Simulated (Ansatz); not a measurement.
Method: DFT PBE, scalar-relativistic, plane waves, PAW (Ansatz 0.2.0). Settings: cutoff 420 eV, Γ-centred meshes spaced at most about 0.3 Å⁻¹, and about 0.25 Å⁻¹ or finer for metals (2π included), Gaussian smearing. No spin polarisation in the final relaxations.

All energies are static (0 K, no zero-point motion).

Two forms of Te₂I₃ were relaxed alike.

A.

```xyz
5
Lattice="5.9916 0.0000 0.0000 0.0000 5.9916 0.0000 0.0000 0.0000 5.9916" Properties=species:S:1:pos:R:3 pbc="T T T"
Te    2.9958    2.9958    2.9958
Te    0.0000    0.0000    0.0000
I     2.9958    0.0000    0.0000
I     0.0000    2.9958    0.0000
I     0.0000    0.0000    2.9958
```

B.

```xyz
5
Lattice="8.3857 0.0000 0.0000 -4.1928 7.2622 0.0000 0.0000 0.0000 4.3148" Properties=species:S:1:pos:R:3 pbc="T T T"
Te    0.0000    4.8415    2.1574
Te    4.1928    2.4207    2.1574
I     4.1928    0.0000    0.0000
I    -2.0964    3.6311    0.0000
I     2.0964    3.6311    0.0000
```

Task: Which would you expect to be lower, and how large is the difference?

Result: B is lower, by 272 meV/atom. A has space group Pm-3m (No. 221), 43.0 Å³/atom and no gap on its mesh; B has space group P6/mmm (No. 191), 52.6 Å³/atom and no gap. Counting I atoms around Te (those within 1.25 times the shortest such distance or 1.15 times the sum of covalent radii; the shortest distance is added where it is long for a bond; a slash parts the counts of unlike sites), A has Te 6/12 from 4.2 Å and B has Te 6. The lower one is the more open, so pressure narrows the difference. Even the lower one lies +0.14 eV/atom against the reference forms of the elements (uncorrected), so neither is stable at this level. In A, Te on its first site has 12 I at 4.24 Å (long contacts); around Te on its second site lie 6 I at 3.00 Å; around I lie 2 Te at 3.00 Å, 4 Te at 4.24 Å and 8 I at 4.24 Å. In B, Te is surrounded by 6 I at 3.24 Å; I is surrounded by 4 Te at 3.24 Å. Both come from invented guesses. A third cell relaxed alike, in R-3m, lies 86 meV/atom below the lower of the two.

These runs have no spin–orbit coupling, which can matter for I and Te. In Pm-3m, P6/mmm an odd number of electrons in the primitive cell allows no gap without spin; a larger cell or a magnetic state could open one. A magnetic state wasn't ruled out in cells without spin, among them Pm-3m, P6/mmm. Cells relaxed within their symmetry can be saddle points.
